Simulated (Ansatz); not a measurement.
SiGe in space group Pmma (No. 51; Si on 2e, Ge on 2f) at seven volumes, the program Ansatz at the PBEsol level (PAW), shape and atoms relaxed at each. One row is withheld.

```tsv
V (Å³/atom)	P (GPa)
19.374	9.45
20.013	5.77
20.651	2.65
21.290	0.00
21.929	?
22.567	-4.15
23.206	-5.75
```

Task: Fit the shown pressures and predict the withheld one.

Result: P = (3/2)B₀(x^(7/2) − x^(5/2))[1 + (3/4)(B′ − 4)(x − 1)] with x = (V₀/V)^(2/3). Least squares on the six rows gives V₀ = 21.291 Å³/atom, B₀ = 81.0 GPa, B′ = 4.49. At V = 21.929, x = 0.9805 and P = -2.24 GPa. The run itself gave -2.25 GPa.

The start of the workflow was typed in or built on a structure type; neither database checked (COD, Materials Project) lists it. Its standing as an ambient phase is unchecked. The cell was relaxed with PBEsol under the symmetry of its start; of distortions, only those at the zone centre were tested.

Potentials: the later of the program's two PAW sets.
